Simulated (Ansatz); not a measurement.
Cu₃Pd (Cu3Au type)

```
Cu3Pd
1.0
    3.65466     0.00000     0.00000
    0.00000     3.65466     0.00000
    0.00000     0.00000     3.65466
Cu Pd
3 1
Direct
  0.00000   0.50000   0.50000
  0.50000   0.00000   0.50000
  0.50000   0.50000   0.00000
  0.00000   0.00000   0.00000
```

The slice is a {110} plane (indices of the conventional cell) through the point (0.500, 0.000, 0.500) (fractional), spanned by u = [100] and v = [011] in vectors of this cell: u (3.65 Å) and v (5.17 Å, at 90° to u). It covers one period; positions are fractions (u, v).

These are PBEsol (plane waves to 420 eV, PAW, scalar-relativistic; Ansatz, a first-principles code) values and carry that method's errors. k mesh 13×13×13. Inside the PAW spheres the values are not all-electron values, and peaks at nuclei hang on which shells count as valence. Cu3Pd is run without spin polarisation. Cu3Pd was relaxed with its symmetry unable to fall.

Three fields on this plane, each scaled to ten steps between its own extremes (0 low, 9 high; the total valence density on a logarithmic scale, the potential cut 8 eV below its top; x marks points blanked near nuclei; v = 0 in the bottom row):

Map A
```
|xxxxxxx6310000136xxxxxx|
|xxxxxx963211112369xxxxx|
|xxxxxx853322223358xxxxx|
|xxxxx96544444444569xxxx|
|xxxx9755455665545579xxx|
|xx98654556777765545689x|
|77654445677887765444567|
|55544445678888765444455|
|77654445677887765444567|
|xx98654556777765545689x|
|xxxx9755455665545579xxx|
|xxxxx96544444444569xxxx|
|xxxxxx853322223358xxxxx|
|xxxxxx963211112369xxxxx|
|xxxxxxx6310000136xxxxxx|
|xxxxxxx6310000136xxxxxx|
|xxxxxxx6310000136xxxxxx|
|xxxxxx963211112369xxxxx|
|xxxxxx853322223358xxxxx|
|xxxxx96544444444569xxxx|
|xxxx9755455665545579xxx|
|xx98654556777765545689x|
|77654445677887765444567|
|55544445678888765444455|
|77654445677887765444567|
|xx98654556777765545689x|
|xxxx9755455665545579xxx|
|xxxxx96544444444569xxxx|
|xxxxxx853322223358xxxxx|
|xxxxxx963211112369xxxxx|
|xxxxxxx6310000136xxxxxx|
|xxxxxxx6310000136xxxxxx|
```

Map B
```
|xxxxxxx0354444530xxxxxx|
|xxxxxx014544445410xxxxx|
|xxxxxx035655556530xxxxx|
|xxxxx02576555567520xxxx|
|xxxx0257766556677520xxx|
|xx01368876555567886310x|
|22357998765555678997532|
|44679998765555678999764|
|22357998765555678997532|
|xx01368876555567886310x|
|xxxx0257766556677520xxx|
|xxxxx02576555567520xxxx|
|xxxxxx035655556530xxxxx|
|xxxxxx014544445410xxxxx|
|xxxxxxx0354444530xxxxxx|
|xxxxxxx0344444430xxxxxx|
|xxxxxxx0354444530xxxxxx|
|xxxxxx014544445410xxxxx|
|xxxxxx035655556530xxxxx|
|xxxxx02576555567520xxxx|
|xxxx0257766556677520xxx|
|xx01368876555567886310x|
|22357998765555678997532|
|44679998765555678999764|
|22357998765555678997532|
|xx01368876555567886310x|
|xxxx0257766556677520xxx|
|xxxxx02576555567520xxxx|
|xxxxxx035655556530xxxxx|
|xxxxxx014544445410xxxxx|
|xxxxxxx0354444530xxxxxx|
|xxxxxxx0344444430xxxxxx|
```

Map C
```
|xxxxxxx4789999874xxxxxx|
|xxxxxx057899998750xxxxx|
|xxxxxx257888888752xxxxx|
|xxxxx04677777777640xxxx|
|xxxx0456666666666540xxx|
|xx02466665544556666420x|
|33456777654444567776543|
|45567777654334567777655|
|33456777654444567776543|
|xx02466665544556666420x|
|xxxx0456666666666540xxx|
|xxxxx04677777777640xxxx|
|xxxxxx257888888752xxxxx|
|xxxxxx057899998750xxxxx|
|xxxxxxx4789999874xxxxxx|
|xxxxxxx4789999874xxxxxx|
|xxxxxxx4789999874xxxxxx|
|xxxxxx057899998750xxxxx|
|xxxxxx257888888752xxxxx|
|xxxxx04677777777640xxxx|
|xxxx0456666666666540xxx|
|xx02466665544556666420x|
|33456777654444567776543|
|45567777654334567777655|
|33456777654444567776543|
|xx02466665544556666420x|
|xxxx0456666666666540xxx|
|xxxxx04677777777640xxxx|
|xxxxxx257888888752xxxxx|
|xxxxxx057899998750xxxxx|
|xxxxxxx4789999874xxxxxx|
|xxxxxxx4789999874xxxxxx|
```

**Question.** Assign the maps to these fields: electron localisation function (ELF); valence electron density; electrostatic potential energy of an electron, from the cell's mean.

**Answer.** A is the valence electron density; B is the electron localisation function (ELF); C is the electrostatic potential energy of an electron, from the cell's mean.
